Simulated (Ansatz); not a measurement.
HfN:
```yaml
crystal:
  lattice:
    - [2.79096, 0.00000, 0.00000]
    - [0.00000, 2.79096, 0.00000]
    - [0.00000, 0.00000, 2.79096]
  atoms:
    - { symbol: Hf, position: [0.00000, 0.00000, 0.00000] }
    - { symbol: N, position: [0.50000, 0.50000, 0.50000] }
```

Relaxed with PBEsol. Special points in fractions of this cell's reciprocal vectors: Γ (0.000, 0.000, 0.000); X (0.000, 0.500, 0.000); M (0.500, 0.500, 0.000); R (0.500, 0.500, 0.500).

Question: List the band energies nearest the Fermi level at these points for plane-wave PAW PBEsol (Ansatz code).

Answer: In eV from the Fermi level; about four levels below and three above (degenerate sets whole), none deeper than 8.9 eV; … stands for higher levels left out; points with the same levels are listed once.

```
k                          below           above
-  -----------------------------  --------------
Γ  -2.50 -2.50 -0.97 -0.97 -0.97          3.86 …
X        -7.89 -2.69 -2.69 -1.21     6.01 7.31 …
M        -3.95 -3.95 -1.40 -0.40  2.84 3.20 3.20
R              -7.01 -7.01 -7.01  8.20 8.20 8.20
```

Space group Pm-3m (CsCl type). The cell is a constructed one: a structure type filled with these elements; neither database checked (COD, Materials Project) lists it. It is not the phase usual at ambient conditions (space group No. 225). Symmetry was held in the PBEsol relaxation; of distortions, only those at the zone centre were tested. The run is not spin-polarised. With an odd number of electrons in the cell and no spin polarisation, the count alone makes it a metal. Scalar-relativistic: spin–orbit coupling is off unless named, which matters more the heavier the elements.

Potentials: the later of the program's two PAW sets.
